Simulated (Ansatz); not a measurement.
Ansatz 0.2.0, relaxation: Tl$_{4}$Ir

The input file (Ansatz 0.2.0, plane waves):

```yaml
crystal:
  lattice:
    - [0.0, 5.00212547, 0.0]
    - [5.79951129, -2.50106273, 0.0]
    - [-1.54465743, 2.50106273, -8.72374084]
  atoms:
    - { symbol: Tl, position: [0.40451, 0.25814, 0.44912] }
    - { symbol: Tl, position: [0.59549, 0.74186, 0.55088] }
    - { symbol: Tl, position: [0.15147, 0.26137, 0.95843] }
    - { symbol: Tl, position: [0.84853, 0.73863, 0.04157] }
    - { symbol: Tl, position: [0.12513, 0.92911, 0.67885] }
    - { symbol: Tl, position: [0.87487, 0.07089, 0.32115] }
    - { symbol: Tl, position: [0.55169, 0.21847, 0.11509] }
    - { symbol: Tl, position: [0.44831, 0.78153, 0.88491] }
    - { symbol: Ir, position: [0.18161, 0.65051, 0.28729] }
    - { symbol: Ir, position: [0.81839, 0.34949, 0.71271] }
  symmetry: { tolerance: 0.0003 }
kpoints:
  mp_grid: { grid: [4, 4, 4], shift: [0, 0, 0] }
magnetization:
  spin_polarized: false
scf:
  occupations: { method: fermi_dirac, width: 0.0837 }
  lower_state_search: "off"
hamiltonian:
  pseudopotentials: { kind: paw }
  xc: r2scan
basis:
  ecutwfc: 500
  fft_grid_basis: typed
relax:
  max_steps: 80
  cell: { p_target: 0.0 }
output:
  forces: true
  stress: true
  eigenvalues: true
  bader: false
  populations: true
  elf: true
  write_potential: true
  volumetric_format: npy
  dos:
    e_range: [-12, 8]
    de: 0.05
    projected: { site_lists: { Ir: [Ir], Tl: [Tl] } }
  write_density: true
checkpoint:
  read: saved_state
```

Run with:

```bash
ansatz run input.yaml --threads 2 --pin off --max-ram 2560MiB --backend cpu --events-out ev --progress --plain --runs-dir out
```

Origin of the cell: a known structure type with other elements, at an estimated volume, so it need not be a known compound.

The saved state is a converged single point of the same cell.

Steps («new basis» is an SCF on plane waves selected anew at the same cell):

```
step  ΔF (meV/atom)  max force component (eV/Å)  P (GPa)  volume (Å³)  SCF iterations   step was
   1            0.0                       1.480     3.15       253.07               7   accepted
   2          -91.0                       0.737     0.33       262.87              10   accepted
   3         -174.9                       0.958     0.05       260.23               9   accepted
   4         -278.2                       1.090    -0.60       258.05               9   accepted
   5         -376.5                       1.080    -0.65       254.58               9   accepted
   6         -461.8                       0.676     0.38       249.94               8   accepted
   7         -498.5                       0.496     1.71       250.19               9   accepted
   8         -525.7                       0.196     1.16       256.03               9   accepted
   9         -549.3                       0.162     0.24       262.29               9   accepted
  10         -577.9                       0.142     0.17       265.50              10   accepted
  11         -615.2                       0.245    -0.53       269.97               9   accepted
  12         -648.7                       0.305    -0.10       269.93               8   accepted
  13         -660.2                       0.431     0.56       266.80               9   accepted
  14         -656.9                       0.583    -0.24       270.26               8   rejected
  15         -669.5                       0.150     0.00       267.14              12   accepted
  16         -673.8                       0.068     0.38       263.43               9   accepted
  17         -678.0                       0.056     0.21       263.47               9   accepted
  18         -678.5                       0.047    -0.07       263.64               9   accepted
  19         -678.9                       0.021    -0.07       263.18               8   accepted
  20         -678.9                       0.012     0.02       262.95               8   accepted
  21         -678.9                       0.003     0.00       262.88               8   accepted
  22         -680.5                       0.003     0.07       262.88               8  new basis
  23         -680.6                       0.019    -0.09       263.68               8   accepted
  24         -680.6                       0.014     0.01       263.30               8   accepted
  25         -680.7                       0.003     0.00       263.17               8   accepted
  26         -680.7                       0.003     0.00       263.17               6  new basis
```

The starting structure.

Space group C2/m (No. 12); the run's cell has a = 5.002 Å, b = 6.316 Å, c = 9.206 Å, α = 105.17°, β = 74.24°, γ = 113.33°. Shortest distances: Tl–Tl 2.79 Å, Ir–Tl 3.36 Å.

After:

Space group C2/m (No. 12); the run's cell has a = 3.956 Å, b = 6.523 Å, c = 11.069 Å, α = 103.19°, β = 79.71°, γ = 107.65°. Shortest distances: Ir–Tl 2.79 Å, Tl–Tl 3.13 Å.

```xyz
10
Lattice="0.0000 3.9561 0.0000 6.2149 -1.9781 0.1131 -1.8254 1.9781 -10.7369" Properties=species:S:1:pos:R:3 pbc="T T T"
Tl    1.1421    1.9781   -6.7309
Tl    3.2474    1.9781   -3.8929
Tl    0.2885    1.9781   -9.8345
Tl    4.1010    1.9781   -0.7893
Tl    4.0285    0.0000   -6.4263
Tl    0.3610    3.9561   -4.1975
Tl    0.5210    1.9781   -1.4770
Tl    3.8685    1.9781   -9.1468
Ir    2.3991    0.0000   -2.0560
Ir    1.9904    3.9561   -8.5678
```

* Free energy lowered by: 680.7 meV/atom
* Volume change: 3.99 %
* Final pressure: 0.00 GPa
* Relaxation steps listed: 26
* Gap on the mesh: none (metal)

Caveats: no moments, though an odd count or open d shells may carry them; no spin-orbit coupling, though heavy elements are present; the k mesh is coarse if the cell is a metal; the relaxation held the start's symmetry, so the end may be a saddle point.

Time: 33 min on 2 threads of Arm Neoverse N1, on a shared host, peak memory 1.4 GiB, from a saved density.
